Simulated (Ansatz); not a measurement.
# BiTe under strain — ²⁰⁹Bi NMR of the central transition

Cell: a structure deposited in the COD, relaxed with PBE at fixed cell and then changed (z compressed by 2 %, ions relaxed).

```
Bi Te
1.0
     4.42200    0.00000    0.00000
    -2.21100    3.82956    0.00000
     0.00000    0.00000   23.56900
Bi Te
6 6
Direct
  0.00000 0.00000 0.12403
  0.00000 0.00000 0.87597
  0.33333 0.66667 0.29212
  0.66667 0.33333 0.70788
  0.66667 0.33333 0.46446
  0.33333 0.66667 0.53554
  0.33333 0.66667 0.05195
  0.66667 0.33333 0.94805
  0.66667 0.33333 0.20860
  0.33333 0.66667 0.79140
  0.00000 0.00000 0.36506
  0.00000 0.00000 0.63494
```

Atom numbers follow the list; atoms alike are taken as one site, whose name carries the number of the first.

Level of theory: DFT, PBE, plane waves and PAW, scalar-relativistic, 420 eV cutoff, Γ-centred 11×11×2 k-points, Fermi–Dirac smearing 0.05 eV (Ansatz 0.2.0).

²⁰⁹Bi has I = 9/2 and Q = -516.0 mb (Pyykkö 2018); at 23.5 T its Larmor frequency is ν₀ = 163.6 MHz (from the bare nuclear moment; shielding lowers the observed one by a per cent or two). Only the quadrupole interaction is simulated: positions count from each site's isotropic chemical shift, and shift anisotropy, dipolar and J coupling are left out, though they dominate static lines narrower than about 10 kHz.

(1) What does the ²⁰⁹Bi spectrum (static powder) show for each site?

Results:

(1) 

```json
{"site": "Bi1", "first shell": "6 Te at 3.07–3.24 Å", "C_Q (MHz)": "-3.76", "η": "0.00", "P_Q (MHz)": "3.76", "δ_QIS (ppm)": "-0.735", "breadth (kHz)": "0.627"}
{"site": "Bi3", "first shell": "6 Te at 3.08–3.22 Å", "C_Q (MHz)": "-25.4", "η": "0.00", "P_Q (MHz)": "25.4", "δ_QIS (ppm)": "-33.5", "breadth (kHz)": "28.6"}
{"site": "Bi5", "first shell": "3 Bi at 3.05 Å, 3 Te at 3.46 Å", "C_Q (MHz)": "-76.3", "η": "0.00", "P_Q (MHz)": "76.3", "δ_QIS (ppm)": "-302", "breadth (kHz)": "258"}
```

δ_QIS = −(ν_Q²/30ν₀²)[I(I+1) − 3/4](1 + η²/3) × 10⁶ ppm with ν_Q = 3|C_Q|/[2I(2I−1)]; it falls as 1/B₀² in ppm, and the breadth as 1/B₀ in kHz.

An axis of threefold or higher order runs through Bi1, Bi3 and Bi5, so V_zz lies along it and η is zero.

Spin–orbit coupling is left out, which shifts gradients on Bi by a few per cent in wide-gap crystals, and can shift them far more where the calculated gap is small or absent, as here. Newer work puts Q(²⁰⁹Bi) near −420 mb, which would lower these couplings by about a fifth. With a gap of 0.18 eV under a smearing of 0.05 eV the band edges are partly filled, so small gradients can hang on the smearing and the k-mesh.

The relaxation (3 steps) took 78 s of wall time (4.5 min of CPU time) and 2.1 GiB at its peak, on 4 threads of Intel Xeon Platinum 8259CL CPU @ 2.50GHz (Skylake/Cascade Lake) (x86_64; 16 cores open to the job, memory cap 8.0 GiB, no GPU), a shared host with a load of 0.6 a core.
